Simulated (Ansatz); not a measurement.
A distorted cell of Sn (beta-Sn type, space group I4_1/amd):

```
CELL_PARAMETERS angstrom
     -2.91656     2.91656     1.57902
      2.91656    -2.91656     1.57902
      2.91656     2.91656    -1.57902
ATOMIC_POSITIONS crystal
  Sn 0.75000 0.22943 0.47943
  Sn 0.00000 0.00000 0.00000
```

Calculation: PBEsol (plane waves to 420 eV, PAW, scalar-relativistic; Ansatz, a first-principles code). k mesh 13×13×13 (Γ-centred), Fermi-Dirac smearing 0.05 eV. The energy includes the smearing's −TS. Compression counts positive. With partly filled bands, energies and forces of such displacements shift with the k mesh and the smearing. Sn was relaxed with its symmetry unable to fall. The PAW data are Ansatz's earlier set.

Q: Predict the force on every atom, in eV/Å.

A: 
| atom | Fx | Fy | Fz |
|---|---|---|---|
| Sn1 | 0.480 | 0.000 | -0.043 |
| Sn2 | -0.480 | 0.000 | 0.043 |

Q: In it atom 1 sits (-0.120, 0.000, 0.000) Å away from its relaxed site. What is its energy relative to the relaxed cell?

A: 28 meV/cell.

(For displaced atoms, the force is minus the slope of the energy, and its curvature is a force constant, which sets phonon frequencies.)
